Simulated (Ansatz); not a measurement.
**Property card for MnCu5**

Method: DFT PBE, scalar-relativistic, plane waves, PAW (Ansatz).

Cutoff 420 eV; k points 14×14×4 on the computed 6-atom cell (Γ-centred); Gaussian smearing, width 0.10 eV; collinear spin from starting moments 3.7 0.0 0.0 0.0 0.0 0.0 μB.

The structure is relaxed at this level of theory with its symmetry kept, and needn't be the ground state of this composition.

```
Mn Cu
1.0
     2.63913    0.00000    0.00000
     0.00000    2.63913    0.00000
     0.00000    0.00000   10.61923
Mn Cu
1 5
Direct
  0.50000 0.50000 0.50000
  0.00000 0.00000 0.00000
  0.50000 0.50000 0.16332
  0.00000 0.00000 0.32812
  0.00000 0.00000 0.67188
  0.50000 0.50000 0.83668
```

| Quantity | Value |
| --- | --- |
| Space group | P4/mmm (No. 123) |
| Volume per atom | 12.33 Å³ |
| Formation energy from the elements' standard states (uncorrected) | +0.085 eV/atom |
| Kohn–Sham band gap | none (metal) |
| Density of states at the Fermi level | 3.5 states/eV per cell |
| Orbital (Löwdin) character within 0.5 eV of the Fermi level | Mn 3d 39 %, Cu 3d 22 %, Cu 4s 20 %, unprojected 16 % |
| Bulk modulus | 119 GPa |
| Its pressure derivative | 4.1 |
| Bader charge by site (e) | Mn (1 in the cell) 0.40, Cu (1 in the cell) 0.00, Cu (2 in the cell) -0.01, Cu (2 in the cell) -0.19 |
| Total moment | 3.62 μB per cell |
| Moment by site (μB) | Mn1 3.35, Cu4 0.08, Cu5 0.08 |

Only this magnetic start was tried.

The cell was found from a structure generator's guess, not taken from experiment. Löwdin shares on free-atom orbitals overweight diffuse shells.
